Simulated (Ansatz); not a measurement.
**Stationary points along a deformation path in CdAg**

All numbers below come from DFT r2SCAN, scalar-relativistic, plane waves, PAW in Ansatz. The runs took a 500 eV cutoff, a Γ-centred 16×16×16 mesh and Gaussian smearing (0.15 eV). No spin polarisation. Energies are free energies at this smearing, counted from the undisturbed cell; pressure is positive in compression.

The starting cell (as given, not relaxed at this level; it stands at 1.2 GPa, and it needn't be the usual structure):

```yaml
crystal:
  lattice:
    - [3.33000, 0.00000, 0.00000]
    - [0.00000, 3.33000, 0.00000]
    - [0.00000, 0.00000, 3.33000]
  atoms:
    - { symbol: Cd, position: [0.50000, 0.50000, 0.50000] }
    - { symbol: Ag, position: [0.00000, 0.00000, 0.00000] }
```

At fixed volume and fractional coordinates, lengths along (0.000, 0.000, 1.000) are scaled against those across it; ρ is that ratio over its starting value. V = 18.463 Å³/atom. Δσ is the stress along the axis less the mean stress across it (compression positive).

```
    ρ  ΔE (meV/atom)  Δσ (GPa) space group
0.650          394.0     41.94       P4/mmm
0.707          187.4     23.07       P4/mmm
0.780           66.4     11.39       P4/mmm
0.850           17.9      3.80       P4/mmm
0.920            2.1      1.41       P4/mmm
0.960            0.0      0.06       P4/mmm
1.000            0.0      0.00        Pm-3m
1.050            0.3     -0.32       P4/mmm
1.100            0.7      0.26       P4/mmm
1.200            0.3     -0.32       P4/mmm
1.300            3.0     -0.69       P4/mmm
1.414            8.5     -1.34       P4/mmm
1.500           18.1     -3.11       P4/mmm
```

Task: How does the stress give the slope of the energy, and where is the energy stationary?

Result: Along the path d ln(length) is 2/3 d ln ρ on the axis and −1/3 d ln ρ across it, so dE/d ln ρ = −(2/3) V Δσ: the energy falls with ρ where Δσ is positive. Δσ vanishes or changes sign at ρ = 1.000 (Pm-3m), a stationary point at 0.0 meV/atom; between ρ = 1.050 and 1.100, a maximum (near 1.08 by linear interpolation); between ρ = 1.100 and 1.200, a minimum (near 1.14 by linear interpolation). Pairs of stationary points between two samples would go unseen, and could change a minimum read from distant neighbours into a maximum. At ρ = 1.000 the cell is cubic, where symmetry alone makes the stress isotropic and the slope zero.

Task: Which shear constant sets the curvature at ρ = 1?

Result: For a cubic crystal E/V = (2/3) C (ln ρ)² with C = C′ = (C11 − C12)/2, so Δσ = −2C ln ρ. The parabola of Δσ against ln ρ through ρ = 0.960, 1 and 1.050 gives C ≈ 1.9 GPa with the ions clamped, rough because the steps are large. It is the stress–strain coefficient at this cell's pressure of 1.2 GPa, not the zero-pressure constant.

Task: Integrate that slope from ρ = 1 to 1.200 by the trapezoid rule.

Result: With V/N in Å³ and 1 eV/Å³ = 160.2 GPa the slopes at ρ = 1.000, 1.050, 1.100, 1.200 are 0, 25, -20, 25 meV/atom per unit of ln ρ. The steps add 0.6 + 0.1 + 0.2 = 0.9 meV/atom, against 0.3 from the energies; the trapezoid rule misses the curvature of the slope within each step.

In a metal these slopes depend on the k mesh and the smearing.